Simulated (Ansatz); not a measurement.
Property card for Mg$_{2}$Sc

Theory: DFT r2SCAN, scalar-relativistic, plane waves, PAW (Ansatz 0.2.0).

Settings: cutoff 500 eV, Γ-centred mesh 12×12×8 on the computed 6-atom cell, Gaussian smearing of 0.10 eV; no spin polarisation.

The structure is relaxed at this level of theory with its symmetry kept. Whether it is the stable form of this composition wasn't checked.

```
CELL_PARAMETERS angstrom
1.64222 -8.19979 0.00000
1.64222 8.19979 0.00000
0.00000 0.00000 5.17145
ATOMIC_POSITIONS crystal
Mg 0.10918 0.89082 0.25000
Mg 0.77374 0.22626 0.25000
Mg 0.89082 0.10918 0.75000
Mg 0.22626 0.77374 0.75000
Sc 0.44166 0.55834 0.25000
Sc 0.55834 0.44166 0.75000
```

(1) Density of states at the Fermi level?

(2) Bulk modulus?

(3) Its pressure derivative?

(4) Bader charges (e)?

Answers

(1) 4.95 states/eV per cell.

(2) 46 GPa.

(3) 3.8.

(4) Mg (2 in the cell) -0.24, Mg (2 in the cell) -0.56, Sc (2 in the cell) 0.80.